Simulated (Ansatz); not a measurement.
This cell of MnO (rock salt) is off equilibrium:

```xyz
2
Lattice="0.0000 2.1801 2.1801 2.1801 0.0000 2.1801 2.1801 2.1801 0.0000" Properties=species:S:1:pos:R:3 pbc="T T T"
O      0.0000     0.0000     0.0000
Mn     2.1801     2.1801     2.1801
```

Method: PBE (plane waves to 420 eV, PAW, scalar-relativistic; Ansatz, a program for electronic structure). k mesh 18×18×18 (Γ-centred), Fermi-Dirac smearing 0.05 eV. Energies are smeared free energies. Stress and pressure are positive under compression. MnO is run spin-polarised and with no Hubbard U; the real compound is an antiferromagnetic insulator, a state that this run doesn't describe. MnO was relaxed with its symmetry unable to fall. Relaxed MnO ends ferromagnetic. The magnetic order is the one the run started from; other orders were not tried.

Problem. Give the stress tensor in GPa and the pressure.

Solution. 
```
    6.6      0.0      0.0
    0.0      6.6      0.0
    0.0      0.0      6.6
```
The pressure, a third of the trace, is 6.6 GPa.

Problem. It is the relaxed cell scaled evenly to V/V₀ = 0.947, atoms relaxed where free. What is its energy relative to the relaxed cell?

Solution. 12 meV/atom.

(A scan under strain: stresses follow from slopes of the energy per volume, elastic moduli from its curvatures.)
